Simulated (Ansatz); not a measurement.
Input for Ansatz (plane-wave DFT, PAW):

```yaml
crystal:
  lattice:
    - [2.7435, 1.5839604635, 4.8366666667]
    - [-2.7435, 1.5839604635, 4.8366666667]
    - [0.0, -3.167920927, 4.8366666667]
  atoms:
    - { symbol: In, position: [0.35731, 0.35731, 0.35731] }
    - { symbol: In, position: [0.14269, 0.14269, 0.14269] }
    - { symbol: In, position: [0.64269, 0.64269, 0.64269] }
    - { symbol: In, position: [0.85731, 0.85731, 0.85731] }
    - { symbol: O, position: [0.548, 0.952, 0.25] }
    - { symbol: O, position: [0.25, 0.548, 0.952] }
    - { symbol: O, position: [0.952, 0.25, 0.548] }
    - { symbol: O, position: [0.452, 0.048, 0.75] }
    - { symbol: O, position: [0.75, 0.452, 0.048] }
    - { symbol: O, position: [0.048, 0.75, 0.452] }
basis:
  ecutwfc: 500
kpoints:
  mp_grid: { grid: [6, 6, 6] }
hamiltonian:
  xc: r2scan
scf:
  occupations: { method: gaussian, width: 0.02 }
output:
  forces: true
  stress: true
  eigenvalues: true
  write_density: true
  write_potential: true
  elf: true
  volumetric_format: npy
relax:
  adjacent_minimum: "off"
  f_tol: 0.005
  max_steps: 80
  cell: { stress_tol: 0.05 }
```

Run as
```bash
ansatz run input.yaml --threads 2 --pin off --max-ram 5120MiB --backend cpu --events-out ev --progress --plain --runs-dir out
```

These are results of DFT r2SCAN, scalar-relativistic, plane waves, PAW (Ansatz), not measurements.

From the run's log, abridged (final results; tables in files aren't shown):

```
SCF 6 converged in 5 iterations: F = -25861.469323 eV  dr2 = 7.94e-12
SCF converged after 5 iterations
Free energy (F): -25861.469323 eV
Harris-Foulkes:  -25861.469323 eV  (|F-HF|=7.28e-12)
Internal energy: -25861.469323 eV  (E = F + TS)
E sigma→0 (E₀):  -25861.469323 eV
Fermi energy:    9.335857 eV
--- Per-component energies (eV) ---
  E_band       = -32.186848
  E_kinetic    = 2039.799923
  E_local      = -5921.488284  (includes V_loc(G=0)·N_el)
  E_nonlocal   = 1775.156672
  E_hartree    = 2285.280044
  E_xc         = -1236.959919
  E_vxc        = -1049.792211  (∫ρ·V_xc dr)
  E_paw        = -17725.787125  (= ΣΔE_a)
  E_vpaw       = -1514.614649  (= ΣTr[D̂ρ^β])
  E_aug_tail   = 0.006070  (compensation charges beyond the density's cutoff)
  E_vtau       = 68.185588  (kinetic-family band-sum trace: ∫τ·v_τ [+ j·A + Jᵃ·Aᵃ] dr)
  E_ewald      = -7081.147241
  E_core_change = 3.670538  (= ΣΔE_core)
  E_smearing   =  0.000000  (= −TS)
--- Forces (eV/Å), atoms counted from 1 ---
  atom   1  In     0.00000000     0.00000000    -0.00147241
  atom   2  In     0.00000000     0.00000000     0.00147241
  atom   3  In     0.00000000     0.00000000     0.00147241
  atom   4  In     0.00000000     0.00000000    -0.00147241
  atom   5  O      0.00149527     0.00000000     0.00000000
  atom   6  O     -0.00074764     0.00129494     0.00000000
  atom   7  O     -0.00074764    -0.00129494     0.00000000
  atom   8  O     -0.00149527     0.00000000     0.00000000
  atom   9  O      0.00074764    -0.00129494     0.00000000
  atom  10  O      0.00074764     0.00129494     0.00000000
--- Stress (GPa, compression-positive) ---
        0.007230       0.000000       0.000000
        0.000000       0.007230       0.000000
        0.000000       0.000000       0.020184
  P = ⅓ Tr σ = 0.0115 GPa (0.115 kbar)
--- Band table (eV; the first three rows and the last of 32) ---
  k-point 0: bands = ["-10.0555", "-9.1987", "-9.1987", "-9.0026", "-9.0026", "-8.9240", "-4.2318", "-4.2318", "-4.0849", "-4.0849", "-4.0840", "-3.9528", "-3.9225", "-3.9225", "-3.8861", "-3.8861", "-3.8334", "-3.8334", "-3.7494", "-3.7212", "-3.7212", "-3.7180", "-3.4448", "-3.4448", "-2.7711", "-2.7711", "2.8887", "3.2561", "4.4448", "4.4448", "5.1578", "5.5611", "5.7843", "5.7843", "5.9674", "7.6976", "7.6976", "7.9539", "8.0399", "8.0399", "8.1756", "8.1756", "8.4014", "8.4014", "10.2374", "14.6174", "15.3981", "16.3518", "18.4511", "18.4511", "18.5542", "18.6888", "19.0970", "19.0970"]
  k-point 1: bands = ["-9.9826", "-9.1907", "-9.1846", "-9.0705", "-9.0181", "-8.9452", "-4.2145", "-4.2021", "-4.1079", "-4.0895", "-4.0596", "-3.9650", "-3.9142", "-3.9130", "-3.9027", "-3.8890", "-3.8468", "-3.8322", "-3.7447", "-3.7242", "-3.7187", "-3.6647", "-3.4685", "-3.4315", "-2.8808", "-2.8073", "3.0051", "3.2375", "4.1436", "4.8146", "4.9565", "5.6148", "5.9970", "6.1972", "6.4023", "6.9793", "7.5623", "7.5907", "7.9445", "7.9519", "8.1721", "8.2384", "8.2459", "8.3815", "11.0650", "14.9210", "15.2515", "16.0658", "17.4132", "17.9367", "18.7881", "18.8579", "19.5899", "19.6936"]
  k-point 2: bands = ["-9.7847", "-9.2602", "-9.1602", "-9.1433", "-9.0592", "-9.0027", "-4.1905", "-4.1538", "-4.1001", "-4.0775", "-4.0328", "-3.9846", "-3.9517", "-3.9329", "-3.8953", "-3.8900", "-3.8417", "-3.8148", "-3.7813", "-3.7254", "-3.7130", "-3.5708", "-3.4532", "-3.3904", "-3.1002", "-2.9372", "3.2457", "3.4774", "3.7179", "4.8559", "5.3656", "5.8393", "5.9517", "6.4131", "6.7900", "6.9013", "7.1793", "7.2711", "7.7888", "7.8295", "7.8405", "7.9071", "8.2967", "8.4339", "12.5114", "15.0044", "15.0842", "15.3561", "17.0031", "17.5519", "18.5216", "19.1993", "19.3540", "19.5095"]
  k-point 31: bands = ["-9.5227", "-9.5227", "-9.1026", "-9.1026", "-9.1026", "-9.1026", "-4.1319", "-4.1319", "-4.1144", "-4.1144", "-4.1144", "-4.1144", "-3.9487", "-3.9487", "-3.9487", "-3.9487", "-3.7348", "-3.7348", "-3.7348", "-3.7348", "-3.6344", "-3.6344", "-3.1940", "-3.1940", "-3.1940", "-3.1940", "3.5451", "3.5451", "4.9011", "4.9011", "5.5483", "5.5483", "5.5483", "5.5483", "6.4674", "6.4674", "7.3451", "7.3451", "7.3451", "7.3451", "8.2465", "8.2465", "8.2465", "8.2465", "13.3805", "13.3805", "16.3166", "16.3166", "17.4237", "17.4237", "18.9559", "18.9559", "18.9559", "18.9559"]
--- Relaxed structure (5 steps of the walk, 5 accepted, 1 SCFs on fresh bases) ---
  F+E_penalty+E_count = -25861.46932297 eV   max|allowed force component| = 1.495e-3 eV/Å   (the final SCF, on the basis selected at the relaxed cell)
  cell:  # Å, volume = 127.5106 Å³
    - [2.75393659, 1.58998603, 4.85341970]
    - [-2.75393659, 1.58998603, 4.85341970]
    - [0.0, -3.17997207, 4.85341970]
  atoms:
    - { symbol: In, position: [0.35707041, 0.35707041, 0.35707041] }
    - { symbol: In, position: [0.14292958, 0.14292958, 0.14292958] }
    - { symbol: In, position: [0.64292958, 0.64292958, 0.64292958] }
    - { symbol: In, position: [0.85707041, 0.85707041, 0.85707041] }
    - { symbol: O, position: [0.54657403, 0.95342596, 0.24999999] }
    - { symbol: O, position: [0.24999999, 0.54657403, 0.95342596] }
    - { symbol: O, position: [0.95342596, 0.24999999, 0.54657403] }
    - { symbol: O, position: [0.45342596, 0.04657403, 0.74999999] }
    - { symbol: O, position: [0.74999999, 0.45342596, 0.04657403] }
    - { symbol: O, position: [0.04657403, 0.74999999, 0.45342596] }
```

The relaxation met its thresholds.

Time: 84 s on 2 threads of Arm Neoverse V2, on a shared host, peak memory 0.92 GiB.